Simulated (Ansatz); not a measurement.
Consider the following.

V2SiB2:
```xyz
5
Lattice="2.9852 0.0000 0.0000 -1.4926 2.5852 0.0000 0.0000 0.0000 6.6077" Properties=species:S:1:pos:R:3 pbc="T T T"
V      0.0000     1.7235     4.7676
V      0.0000     1.7235     1.8401
Si     0.0000     0.0000     0.0000
B      0.0000     0.0000     3.3038
B      1.4926     0.8617     3.3038
```

This is the PBE-relaxed structure.

Q: All from PBE in the plane-wave PAW code Ansatz, unless another level is named. Give the electronic character.

A: metallic (no gap).

Q: What about the formation energy from the elements (no fitted shifts)?

A: -655 meV/atom.

Q: Predict the density of states at the Fermi level.

A: 0.49 states/eV per atom (mean over ±0.08 eV).

Space group P-6m2. The start of the workflow was typed in or built on a structure type; neither database checked (COD, Materials Project) lists it. Whether it is the stable phase at ambient conditions was not checked. Symmetry was held in the PBE relaxation; its stability against distortions is not shown here. The workflow began spin-polarised and lost its moments. The references are the lowest solids computed at this level, not always the standard phases.

Potentials: the earlier of the program's two PAW sets.
